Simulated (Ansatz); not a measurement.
Pressure against volume in LiBeF₃

The structure comes from a generated guess, relaxed at this level; another structure or a mixture of phases may lie lower.

Level of theory: Ansatz 0.2.0, DFT PBE, scalar-relativistic, plane waves, PAW. Plane waves to 420 eV, an 8×6×6 mesh through Γ for the 5-atom cell and 0.02 eV Gaussian smearing; no spin polarisation.

```
CELL_PARAMETERS angstrom
2.76799 0.00000 0.00000
0.00000 2.61395 4.08271
0.00000 -2.61395 4.08271
ATOMIC_POSITIONS crystal
Li 0.50000 0.69394 0.69394
Be 0.00000 0.05478 0.05478
F 0.50000 0.94462 0.94462
F 0.00000 0.90516 0.40103
F 0.00000 0.40103 0.90516
```

The cell was set to several volumes, with shape and atoms relaxed at each where symmetry leaves them free. Pressure is positive in compression, and energies count from the lowest row.

```csv
row,V (Å³/atom),P (GPa),ΔE (meV/atom),gap on mesh (eV)
1,10.398,6.53,26.2,7.87
2,10.753,?,?,?
3,11.107,2.82,5.9,7.70
4,11.462,1.32,1.4,7.61
5,11.816,0.01,0.0,7.53
6,12.170,-1.08,1.1,7.46
7,12.525,-1.80,4.3,7.38
8,12.998,-2.20,10.3,7.31
```

Task: Find B = −V·ΔP/ΔV from rows 4 and 6 and from rows 1 and 3, and from the two its slope B′ and its value B0 at zero pressure.

Result: Rows 4 and 6 give −(11.462 + 12.170)/2 × (-1.08 − (1.32))/(12.170 − 11.462) = 40.1 GPa at a mean pressure of 0.12 GPa. Rows 1 and 3 give −(10.398 + 11.107)/2 × (2.82 − (6.53))/(11.107 − 10.398) = 56.3 GPa at a mean pressure of 4.67 GPa. So B′ = (56.3 − 40.1)/(4.67 − (0.12)) = 3.56 and B0 = 40.1 − 3.56 × (0.12) = 39.7 GPa. A third-order Birch–Murnaghan fit to all the energies gives B0 = 35.8 GPa and B′ = 5.9.

Task: Estimate the pressure and energy of row 2.

Result: From row 5, V0 = 11.816 × (1 + (0.01)/39.7) = 11.819 Å³/atom. Murnaghan's form P = (B0/B′)·[(V0/V)^B′ − 1] gives (39.7/3.56) × [(11.819/10.753)^3.56 − 1] = 4.46 GPa; the computed pressure is 4.56 GPa, so the estimate is off by -0.10 GPa. The work of compression from row 3, with the mean of the two pressures, gives ΔE = 5.9 + (4.46 + 2.82)/2 × (11.107 − 10.753)/160.2 × 1000 = 13.9 meV/atom (1 eV/Å³ = 160.2 GPa); the computed value is 14.0 meV/atom.

Task: Fit the gap against pressure through the other rows and estimate it at the computed pressure of row 2.

Result: Over the 7 rows the mean pressure is 0.8000 GPa and the mean gap is 7.551 eV. The sums of products of deviations are S_xx = 57.1 and S_xy = 3.515, so the slope is 3.515/57.1 = 0.06156 (r = 0.98, rms misfit 0.03 eV). At 4.56 GPa the line gives 7.551 + (0.06156) × (4.56 − 0.8000) = 7.78 eV. The computed value is 7.79 eV, so the line is off by -0.01 eV, no more than the largest miss among the fitted rows (0.06 eV).

Kohn–Sham gaps at this level usually fall short of measured ones. All volumes keep the k mesh of the relaxed cell. This cell was reached by moving the atoms of another relaxed cell at random and relaxing again, last within the group found; it had no such test of its own.
